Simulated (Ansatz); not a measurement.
### Question
Name crystals whose computed values (PBE+D3(BJ) in the plane-wave PAW code Ansatz) fall in these windows: highest Γ mode, no LO–TO term (cm⁻¹) 190 to 230; G_Hill (GPa) 36 to 48; B₀ by P(V) fit (GPa) 44 to 64.

### Answer


| crystal | highest Γ mode, no LO–TO term (cm⁻¹) | G_Hill (GPa) | B₀ by P(V) fit (GPa) |
|---|---|---|---|
| PtSe2, CdI2 type | 215 | 43.5 | 54.6 |
Others may fit too.

The cell was relaxed under the symmetry of its start. Rows with no word on spin ran without spin polarisation. Spin–orbit coupling is left out wherever it is not named.

Potentials: the later of the program's two PAW sets.
